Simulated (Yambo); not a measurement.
G0W0@PBEsol for AlPO4 (space group P6_3mc, No. 186) in Yambo. Reference settings: 3×3×1 Γ-centred k mesh, 297 bands and a 7 Ry block in the screening, 297 bands in G with the Bruneval-Gonze terminator, plasmon pole fitted at 27.2 eV. The PBEsol gap Γ → Γ on this mesh is 5.55 eV; G0W0 gaps are taken between the same points.

The settings were changed. The gap went from 8.45 eV to 8.50 eV, and the shift of the valence edge from -1.97 eV to -1.87 eV.

**Question.** What was changed between the two runs?
A) 191 bands in G, no terminator
B) 110 bands in G, no terminator
C) 138 bands in W
D) pole fitted at 55 eV

**Answer.** C, 138 bands in W. The others gave (gap, valence shift): 191 bands in G, no terminator: 8.21, -1.59 eV; 110 bands in G, no terminator: 8.08, -1.33 eV; pole fitted at 55 eV: 8.50, -2.03 eV.

Geometry of the Materials Project entry, not relaxed at this level; primitive cell a = 5.286 Å, b = 5.286 Å, c = 8.629 Å, α = 90.00°, β = 90.00°, γ = 120.00°.

A shift is the quasiparticle energy of the state minus its PBEsol energy.
